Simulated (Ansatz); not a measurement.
Relaxed AlN (wurtzite):

```xyz
8
Lattice="3.1066 0.0000 0.0000 -1.5533 2.6904 0.0000 0.0000 0.0000 9.9561" Properties=species:S:1:pos:R:3 pbc="T T T"
Al     0.0000     1.7936     4.9610
Al     0.0000     1.7936     9.9391
Al     1.5533     0.8968     2.4720
Al     1.5533     0.8968     7.4501
N      0.0000     1.7936     1.8828
N      0.0000     1.7936     6.8608
N      1.5533     0.8968     4.3718
N      1.5533     0.8968     9.3498
```

A phonon eigenvector at A = (0.0, 0.0, 0.5) is frozen into this cell: atom i moves by Q times the vector below, so Q is the largest atomic displacement, in Å. The cell is held. It is one choice among 4 degenerate patterns. (q is in reciprocal vectors of the primitive cell; the cell shown is doubled to hold the pattern.)

```json
[
 {"atom": "Al1", "x": "0.000", "y": "0.031", "z": "0.000"},
 {"atom": "Al2", "x": "0.000", "y": "-0.031", "z": "0.000"},
 {"atom": "Al3", "x": "0.000", "y": "0.496", "z": "0.000"},
 {"atom": "Al4", "x": "0.000", "y": "-0.496", "z": "0.000"},
 {"atom": "N5", "x": "0.000", "y": "-1.000", "z": "0.000"},
 {"atom": "N6", "x": "0.000", "y": "1.000", "z": "0.000"},
 {"atom": "N7", "x": "0.000", "y": "-0.171", "z": "0.000"},
 {"atom": "N8", "x": "0.000", "y": "0.171", "z": "0.000"}
]
```

Method: r2SCAN (plane waves to 500 eV, PAW, scalar-relativistic; Ansatz, a first-principles code). k mesh 12×12×4 (Γ-centred), Fermi-Dirac smearing 0.05 eV. The energy includes the smearing's −TS. AlN was relaxed with its symmetry unable to fall. The PAW data are Ansatz's earlier set. ΔE is measured from the undisplaced structure.

```csv
Q (Å),ΔE (meV/cell)
-0.180,1205
-0.120,516
-0.060,126
0.000,0
0.060,126
0.120,516
0.180,1205
```

Task: Which DFPT wavenumber at A = (0.0, 0.0, 0.5) belongs to this mode?
(A) 843 cm⁻¹
(B) 181 cm⁻¹
(C) 355 cm⁻¹
(D) 670 cm⁻¹

Result: D, 670 cm⁻¹. The curvature of the scan gives 670 cm⁻¹

(A displaced cell: forces are minus the slopes of the energy, force constants its curvatures, and phonons follow from these.)
